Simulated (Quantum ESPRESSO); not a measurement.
# Band energies of SrAlGeH at -0.7 % isotropic strain

```
CELL_PARAMETERS angstrom
      4.20265     0.00000     0.00000
     -2.10133     3.63960     0.00000
      0.00000     0.00000     4.79041
ATOMIC_POSITIONS crystal
  H  0.00000 0.00000 0.09756
  Al 0.00000 0.00000 0.46352
  Ge 0.66667 0.33333 0.56207
  Sr 0.33333 0.66667 0.00605
```

PBEsol (Quantum ESPRESSO, PseudoDojo norm-conserving, 78 Ry, without SOC); path ΓMKΓALHA,LM,KH; energies in eV from the valence-band maximum.

```csv
k (1/Å),point,band 10,band 11,band 12,band 13,band 14,band 15,band 16,band 17
0.00,Γ,-10.19,-4.63,-1.50,-0.82,-0.82,1.28,3.08,3.08
0.54,,-9.18,-5.60,-2.91,-1.44,-1.09,1.02,2.47,3.23
0.86,M,-8.34,-6.61,-3.27,-1.66,-0.81,0.59,2.31,2.89
1.11,,-8.22,-6.51,-3.47,-2.45,-0.77,1.04,2.43,3.22
1.36,K,-8.04,-6.45,-3.93,-2.66,-0.81,0.96,2.82,3.82
1.69,,-8.75,-5.92,-3.13,-2.49,-0.90,1.56,2.28,3.11
2.25,,-10.14,-4.66,-1.48,-1.09,-0.86,1.57,2.83,3.13
2.36,Γ,-10.19,-4.63,-1.50,-0.82,-0.82,1.28,3.08,3.08
2.80,,-9.70,-5.84,-0.49,-0.49,-0.42,1.71,1.94,1.94
3.01,A,-9.49,-6.22,-0.35,-0.35,0.00,1.59,1.75,1.75
3.34,,-9.26,-5.88,-2.52,-1.14,-0.80,1.58,2.76,3.08
3.88,L,-8.43,-5.86,-4.27,-2.04,-1.72,1.32,3.46,4.90
4.38,H,-8.12,-6.18,-4.07,-3.11,-1.37,2.24,4.01,5.18
4.83,,-8.87,-5.56,-3.78,-2.18,-1.29,2.40,3.47,3.60
5.28,,-9.47,-6.19,-0.71,-0.46,-0.07,1.66,1.89,2.03
5.37,A,-9.49,-6.22,-0.35,-0.35,0.00,1.59,1.75,1.75
5.37,L,-8.43,-5.86,-4.27,-2.04,-1.72,1.32,3.46,4.90
5.65,,-8.39,-6.23,-3.82,-1.91,-1.35,0.71,3.27,4.00
6.03,M,-8.34,-6.61,-3.27,-1.66,-0.81,0.59,2.31,2.89
6.03,K,-8.04,-6.45,-3.93,-2.66,-0.81,0.96,2.82,3.82
6.68,H,-8.12,-6.18,-4.07,-3.11,-1.37,2.24,4.01,5.18
```

The PBEsol gap is 0.50 eV; at least one edge lies off the plotted path, at a point of the SCF mesh. The smallest direct gap is 1.37 eV.

Spin-orbit splittings are left out.

Geometry strained from the cell relaxed with PBEsol, atoms relaxed again.

The structure is a Materials Project entry; no match was found in the copy of COD used, and its stability was not checked.
